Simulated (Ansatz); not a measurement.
PbS:
```cif
data_Pb2S2
_chemical_formula_sum 'Pb2 S2'
_space_group_name_H-M_alt 'P63/mmc'
_space_group_IT_number 194
_space_group_name_Hall '-P 6c 2c'
_cell_length_a 4.12334
_cell_length_b 4.12334
_cell_length_c 7.33317
_cell_angle_alpha 90.000
_cell_angle_beta 90.000
_cell_angle_gamma 120.000
loop_
_atom_site_label
_atom_site_type_symbol
_atom_site_symmetry_multiplicity
_atom_site_Wyckoff_symbol
_atom_site_fract_x
_atom_site_fract_y
_atom_site_fract_z
_atom_site_occupancy
Pb1 Pb 2 a 0.00000 0.00000 0.00000 1
S1 S 2 d 0.66667 0.33333 0.25000 1
```

Relaxed with r²SCAN.

Task: Tabulate the valence density and the electron localisation function along the shortest Pb–S contact (3.00 Å), r²SCAN (plane waves, PAW; program Ansatz).

Result: 

| distance from Pb (Å) | density (e/Å³) | ELF |
|---|---|---|
| 0.30 | 7.43 | 0.01 |
| 0.45 | 5.21 | 0.08 |
| 0.60 | 3.31 | 0.24 |
| 0.75 | 1.89 | 0.39 |
| 0.90 | 1.00 | 0.43 |
| 1.05 | 0.54 | 0.37 |
| 1.20 | 0.33 | 0.27 |
| 1.35 | 0.23 | 0.21 |
| 1.50 | 0.21 | 0.24 |
| 1.65 | 0.24 | 0.43 |
| 1.80 | 0.33 | 0.67 |
| 1.95 | 0.47 | 0.81 |
| 2.10 | 0.70 | 0.86 |
| 2.25 | 0.97 | 0.86 |
| 2.40 | 1.13 | 0.79 |
| 2.55 | 1.02 | 0.55 |
| 2.70 | 0.63 | 0.16 |

The density is the valence pseudo-density with augmentation charge, so density and ELF within about 1 Å of a nucleus are not all-electron values.

Space group P6_3/mmc (NiAs type). The workflow started from a Materials Project entry (that database holds measured and hypothetical structures alike); the Crystallography Open Database copy checked does not list it. It is not the phase usual at ambient conditions (space group No. 225). Symmetry was held in the r²SCAN relaxation; its stability against distortions is not shown here. Scalar-relativistic: spin–orbit coupling is off unless named, which matters more the heavier the elements.

Potentials: the later of the program's two PAW sets.
